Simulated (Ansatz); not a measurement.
Values for one crystal, relaxed and computed with plane-wave PAW r²SCAN (Ansatz code); other levels are named.

- Volume per atom: 17.59 Å³
- Electronic character: metallic (no gap)
- Hill bulk and shear moduli: 138 and 102 GPa
- Formation energy from the elements (no fitted shifts): -0.82 eV/atom
- Bulk modulus (Birch–Murnaghan fit): 138 GPa
- Young's modulus: 245 GPa
- Debye temperature from the elastic constants: 377 K

**Question.** Pick the material that matches.
(A) HfC, rock salt
(B) EuAgSb, P6_3/mmc (Eu on 2a, Ag on 2d, Sb on 2c)
(C) InSb, P-6m2 (In on 1a, Sb on 1f)
(D) Hf2InC, P6_3/mmc (Hf on 4f, In on 2d, C on 2a)

**Answer.** D, Hf2InC, P6_3/mmc (Hf on 4f, In on 2d, C on 2a)

The workflow started from a Materials Project entry (that database holds measured and hypothetical structures alike); the Crystallography Open Database copy checked does not list it. Whether it is the stable phase at ambient conditions was not checked. The r²SCAN relaxation kept the symmetry of its start; whether a distortion lowers the energy is not shown. The run is not spin-polarised. As this level gives no gap, shear constants depend on the k-mesh and smearing (Fermi–Dirac, 0.1 eV here). The references are the lowest solids computed at this level, not always the standard phases. Spin–orbit coupling is left out wherever it is not named.

Potentials: the later of the program's two PAW sets.
